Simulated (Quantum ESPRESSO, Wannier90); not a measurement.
**HgTe (zinc blende), plane waves to Wannier functions**

Cell from Materials Project (mp-2730), symmetrised, no further relaxation. COD (Crystallography Open Database) has the formula in 2 space groups, this one among them (matched by group alone). Method: PBEsol plane waves in Quantum ESPRESSO 7.5 (PseudoDojo norm-conserving files, 66 Ry, no spin polarisation, no spin-orbit coupling), Bloch states on a 8×8×8 mesh through Γ, Wannier90 4.0.1. Density: 8×8×8 mesh, Gaussian smearing 0.01 Ry. Spin-orbit coupling is left out although heavy elements are present.

Input w.win:

```
num_bands = 17
num_wann = 8
exclude_bands = 1-9,11-15
num_iter = 0
conv_tol = 1.0e-6
conv_window = 4
dis_num_iter = 1000
dis_conv_tol = 1.0e-6
dis_froz_max = 9.44
write_hr = true
write_u_matrices = true
begin projections
Hg: s;p
Te: s;p
end projections
begin unit_cell_cart
ang
    0.0000000000    3.2899850000    3.2899850000
    3.2899850000    0.0000000000    3.2899850000
    3.2899850000    3.2899850000    0.0000000000
end unit_cell_cart
begin atoms_frac
Hg   0.0000000000  0.0000000000  0.0000000000
Te  -0.2500000000 -0.2500000000 -0.2500000000
end atoms_frac
mp_grid = 8 8 8
begin kpoints
0.0000000000 0.0000000000 0.0000000000
0.0000000000 0.0000000000 0.1250000000
0.0000000000 0.0000000000 0.2500000000
... (509 more lines: the 8x8x8 mesh through Gamma)
end kpoints
```

On the energy scale of pw.x, whose zero is arbitrary, the Fermi level lies at 7.94 eV. Lines of w_hr.dat (R1 R2 R3 m n Re Im, eV) for R = 0 and one of the shortest lattice vectors, rounded to 0.01 eV, lines under 0.02 eV left out; orbitals in order: Hg1 s, Hg1 pz, Hg1 px, Hg1 py, Te2 s, Te2 pz, Te2 px, Te2 py.

```
    0    0    0    1    1     5.54     0.00
    0    0    0    5    1    -1.13     0.00
    0    0    0    6    1    -0.99     0.00
    0    0    0    7    1    -0.99     0.00
    0    0    0    8    1    -0.99     0.00
    0    0    0    2    2    12.27     0.00
    0    0    0    5    2     1.08     0.00
    0    0    0    6    2     0.16     0.00
    0    0    0    7    2     1.13     0.00
    0    0    0    8    2     1.13     0.00
    0    0    0    3    3    12.27     0.00
    0    0    0    5    3     1.08     0.00
    0    0    0    6    3     1.13     0.00
    0    0    0    7    3     0.16     0.00
    0    0    0    8    3     1.13     0.00
    0    0    0    4    4    12.27     0.00
    0    0    0    5    4     1.08     0.00
    0    0    0    6    4     1.13     0.00
    0    0    0    7    4     1.13     0.00
    0    0    0    8    4     0.16     0.00
    0    0    0    1    5    -1.13     0.00
    0    0    0    2    5     1.08     0.00
    0    0    0    3    5     1.08     0.00
    0    0    0    4    5     1.08     0.00
    0    0    0    5    5    -1.69     0.00
    0    0    0    1    6    -0.99     0.00
    0    0    0    2    6     0.16     0.00
    0    0    0    3    6     1.13     0.00
    0    0    0    4    6     1.13     0.00
    0    0    0    6    6     8.28     0.00
    0    0    0    1    7    -0.99     0.00
    0    0    0    2    7     1.13     0.00
    0    0    0    3    7     0.16     0.00
    0    0    0    4    7     1.13     0.00
    0    0    0    7    7     8.28     0.00
    0    0    0    1    8    -0.99     0.00
    0    0    0    2    8     1.13     0.00
    0    0    0    3    8     1.13     0.00
    0    0    0    4    8     0.16     0.00
    0    0    0    8    8     8.28     0.00
   -1    0    0    1    1    -0.04     0.00
   -1    0    0    2    1     0.03     0.00
   -1    0    0    3    1     0.08     0.00
   -1    0    0    4    1     0.03     0.00
   -1    0    0    5    1    -1.13     0.00
   -1    0    0    6    1     0.99     0.00
   -1    0    0    7    1    -0.99     0.00
   -1    0    0    8    1     0.99     0.00
   -1    0    0    1    2    -0.03     0.00
   -1    0    0    2    2     0.11     0.00
   -1    0    0    3    2    -0.07     0.00
   -1    0    0    4    2     0.10     0.00
   -1    0    0    5    2    -1.08     0.00
   -1    0    0    6    2     0.16     0.00
   -1    0    0    7    2    -1.13     0.00
   -1    0    0    8    2     1.13     0.00
   -1    0    0    1    3     0.08     0.00
   -1    0    0    2    3     0.07     0.00
   -1    0    0    3    3    -0.30     0.00
   -1    0    0    4    3     0.07     0.00
   -1    0    0    5    3     1.08     0.00
   -1    0    0    6    3    -1.13     0.00
   -1    0    0    7    3     0.16     0.00
   -1    0    0    8    3    -1.13     0.00
   -1    0    0    1    4    -0.03     0.00
   -1    0    0    2    4     0.10     0.00
   -1    0    0    3    4    -0.07     0.00
   -1    0    0    4    4     0.11     0.00
   -1    0    0    5    4    -1.08     0.00
   -1    0    0    6    4     1.13     0.00
   -1    0    0    7    4    -1.13     0.00
   -1    0    0    8    4     0.16     0.00
   -1    0    0    1    5     0.03     0.00
   -1    0    0    3    5    -0.05     0.00
   -1    0    0    7    5    -0.10     0.00
   -1    0    0    3    6    -0.03     0.00
   -1    0    0    6    6     0.02     0.00
   -1    0    0    7    6    -0.02     0.00
   -1    0    0    8    6    -0.03     0.00
   -1    0    0    1    7     0.02     0.00
   -1    0    0    3    7    -0.02     0.00
   -1    0    0    5    7    -0.10     0.00
   -1    0    0    6    7     0.02     0.00
   -1    0    0    7    7    -0.10     0.00
   -1    0    0    8    7     0.02     0.00
   -1    0    0    3    8    -0.03     0.00
   -1    0    0    6    8    -0.03     0.00
   -1    0    0    7    8    -0.02     0.00
   -1    0    0    8    8     0.02     0.00
```
